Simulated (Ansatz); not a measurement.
Input:

TiN:
Space group Fm-3m (No. 225); a = b = c = 4.2037 Å, α = β = γ = 90.00°

| atom | site | symmetry | x | y | z |
|---|---|---|---|---|---|
| Ti | 4a | m-3m | 0.0000 | 0.0000 | 0.0000 |
| N | 4b | m-3m | 0.5000 | 0.5000 | 0.5000 |
(The calculation used a cell of 2 atoms; values per cell refer to that cell.)

This is the PBEsol-relaxed structure.

All from PBEsol in the plane-wave PAW code Ansatz, unless another level is named. Estimate the electronic character.

metallic (no gap).

And the formation energy from the elements (no fitted shifts)?

-185 kJ/mol of atoms.

Predict the density of states at the Fermi level.

0.40 states/eV per atom (mean over ±0.08 eV).

Symmetry was held in the PBEsol relaxation. The run is not spin-polarised. With an odd number of electrons in the cell and no spin polarisation, the count alone makes it a metal. The references are the lowest solids computed at this level, not always the standard phases (solids in place of the gases).

Potentials: the earlier of the program's two PAW sets. The files were generated under PBE; for other functionals the program regenerates the frozen cores, and for LDA and PBEsol the local potential too.
